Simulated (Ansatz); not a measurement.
TiSi:
```xyz
2
Lattice="0.0000 2.5467 2.5467 2.5467 0.0000 2.5467 2.5467 2.5467 0.0000" Properties=species:S:1:pos:R:3 pbc="T T T"
Si     0.0000     0.0000     0.0000
Ti     2.5467     2.5467     2.5467
```

Relaxed with PBE. Special points in fractions of this cell's reciprocal vectors: Γ (0.000, 0.000, 0.000); X (0.500, 0.000, 0.500); U (0.625, 0.250, 0.625); K (0.375, 0.375, 0.750); L (0.500, 0.500, 0.500); W (0.500, 0.250, 0.750).

Question: List the band energies nearest the Fermi level at these points for the program Ansatz at the PBE level (PAW).

Answer: In eV from the Fermi level; about four levels below and three above (degenerate sets whole), none deeper than 8.9 eV; points with the same levels are listed once.

| k | below | above |
|---|---|---|
| Γ | – | 0.01 0.01 0.01 |
| X | -7.24 -3.53 -1.64 | 0.35 0.35 1.04 |
| U | -6.90 -3.26 -3.10 -1.03 | 0.73 1.84 2.43 |
| L | -7.05 -5.05 -1.75 -1.75 | 1.70 1.70 2.47 |
| W | -6.79 -2.96 -2.96 -2.03 | 1.90 1.90 2.07 |

Space group Fm-3m (rock salt). A made-up cell: these elements were put on the sites of a structure type; neither database checked (COD, Materials Project) lists it. COD files the formula under space group No. 25, so this cell is another polymorph or a model. Whether it is the stable phase at ambient conditions was not checked. The cell was relaxed with PBE under the symmetry of its start; its stability against distortions is not shown here. No spin polarisation was allowed.

Potentials: the later of the program's two PAW sets.
